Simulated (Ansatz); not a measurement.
Here is the system:

Ga₂Sn₂S₅:
```xyz
36
Lattice="12.5527 0.0000 0.0000 0.0000 6.3258 0.0000 0.0000 0.0000 10.9745" Properties=species:S:1:pos:R:3 pbc="T T T"
Ga     9.6541     4.0898     1.2570
Ga     2.8986     2.2360     6.7442
Ga     9.1750     0.9269     6.7442
Ga     3.3777     5.3989     1.2570
Ga    10.2742     0.9749     3.0837
Ga     2.2785     5.3508     8.5710
Ga     8.5549     4.1378     8.5710
Ga     3.9979     2.1879     3.0837
Sn     6.7524     3.4762     5.3103
Sn     5.8003     2.8496    10.7976
Sn    12.0767     0.3133    10.7976
Sn     0.4760     6.0125     5.3103
Sn     0.2672     3.4986     2.8008
Sn    12.2855     2.8272     8.2880
Sn     6.0092     0.3357     8.2880
Sn     6.5435     5.9901     2.8008
S      8.4533     3.0344    10.5926
S      4.0994     3.2914     5.1054
S     10.3757     6.1973     5.1054
S      2.1770     0.1285    10.5926
S      2.8630     3.1929     8.7902
S      9.6897     3.1328     3.3029
S      3.4134     0.0301     3.3029
S      9.1393     6.2957     8.7902
S      7.0279     0.9263     5.9161
S      5.5248     5.3994     0.4289
S     11.8012     4.0892     0.4289
S      0.7515     2.2366     5.9161
S      6.3514     4.0710     7.9246
S      6.2013     2.2548     2.4373
S     12.4777     0.9081     2.4373
S      0.0750     5.4177     7.9246
S      8.9497     6.2627     1.5206
S      3.6031     0.0630     7.0078
S      9.8794     3.0999     7.0078
S      2.6733     3.2259     1.5206
```

This is the r²SCAN-relaxed structure. x, y and z are the axes in which the lattice vectors are written.

Question: All from r²SCAN in the plane-wave PAW code Ansatz, unless another level is named. Estimate the formation energy from the elements (no fitted shifts).

Answer: -687 meV/atom.

Question: Predict the smallest direct gap on the standard path.

Answer: 2.07 eV.

Question: Next, the conduction-band minimum?

Answer: off the standard path, at k = (-0.500, 0.339, -0.068) in fractions of the reciprocal vectors.

Question: What about the valence-band maximum?

Answer: on the Y–Γ line, 67 % of the way from Y (k = 0.000, 0.167, 0.000 in fractions of the reciprocal vectors).

Space group Pna2_1. The first step of the workflow began from a Materials Project structure, measured or hypothetical; the Crystallography Open Database files this formula in space group No. 33, but the cells were not matched. Whether it is the stable phase at ambient conditions was not checked. The r²SCAN relaxation kept the symmetry of its start; whether a distortion lowers the energy is not shown. The references are the lowest solids computed at this level, not always the standard phases. Scalar-relativistic: spin–orbit coupling is off unless named, which matters more the heavier the elements.

Potentials: the later of the program's two PAW sets.
